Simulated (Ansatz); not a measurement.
Values for one crystal, relaxed and computed with DFT-r²SCAN in the program Ansatz with PAW potentials; other levels are named.

```yaml
volume_per_atom: 10.79 Å³
band_gap: 4.30 eV (direct)
Hole effective mass with spin–orbit coupling: 0.28, 2.9, 2.9 mₑ (principal values)
valence_band_maximum: at X
electron_effective_mass: 0.76, 0.76, 1.2 mₑ (principal values)
conduction_band_minimum: at X (3 equivalent valleys)
Pressure derivative B′: 4.2
```

Q: Pick the material that matches.
A. HfO2, fluorite
B. SiS2, rutile
C. YN, rock salt
D. TeO2, fluorite

A: A, HfO2, fluorite

Space group Fm-3m (fluorite). This is a known high-temperature phase of the composition, computed here at zero pressure and temperature. The r²SCAN relaxation kept the symmetry of its start; whether a distortion lowers the energy is not shown. The run is not spin-polarised. Scalar-relativistic: spin–orbit coupling is off unless named, which matters more the heavier the elements.

Potentials: the later of the program's two PAW sets.
